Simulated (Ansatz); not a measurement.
# Ba3PbO (Pm-3m), clamped-ion strain scan

All numbers below come from DFT PBEsol, scalar-relativistic, plane waves, PAW in Ansatz. Settings: plane waves to 420 eV, k-mesh 10×10×10 (Γ-centred), Gaussian smearing 0.15 eV. Spin–orbit coupling is left out, which can shift energies with elements as heavy as these. No spin polarisation. Energies are free energies at this smearing, counted from the undisturbed cell; pressure is positive in compression.

Zero of the scan (as given, not relaxed at this level; it stands at -0.9 GPa, and it needn't be the usual structure):

```
Ba Pb O
1.0
     5.45900    0.00000    0.00000
     0.00000    5.45900    0.00000
     0.00000    0.00000    5.45900
Ba Pb O
3 1 1
Direct
  0.00000 0.50000 0.50000
  0.50000 0.00000 0.50000
  0.50000 0.50000 0.00000
  0.00000 0.00000 0.00000
  0.50000 0.50000 0.50000
```

The cell is strained by ε times the Voigt pattern (1, 1, 0, 0, 0, 0) (xx, yy, zz, yz, xz, xy; engineering shear) with fractional coordinates fixed. The cell is metallic on the mesh throughout.

```csv
ε,ΔE (meV/atom),"stress summed along the pattern (GPa, tension positive)",pressure (GPa)
-0.0600,?,-13.06,?
-0.0450,24.4,-8.31,3.2
-0.0300,6.1,-4.30,1.6
-0.0150,-1.6,-0.94,0.2
0.0000,0.0,1.88,-0.9
0.0150,9.5,4.23,-1.9
0.0300,25.8,6.17,-2.7
0.0450,?,7.75,?
0.0525,60.8,?,?
0.0600,74.9,9.03,-4.0
```

Question: Give the withheld values.

Answer: ΔE (meV/atom) at ε = -0.0600: 55.0; pressure (GPa) at ε = -0.0600: 5.1; ΔE (meV/atom) at ε = 0.0450: 47.9; pressure (GPa) at ε = 0.0450: -3.4; stress summed along the pattern (GPa, tension positive) at ε = 0.0525: 8.43; pressure (GPa) at ε = 0.0525: -3.7.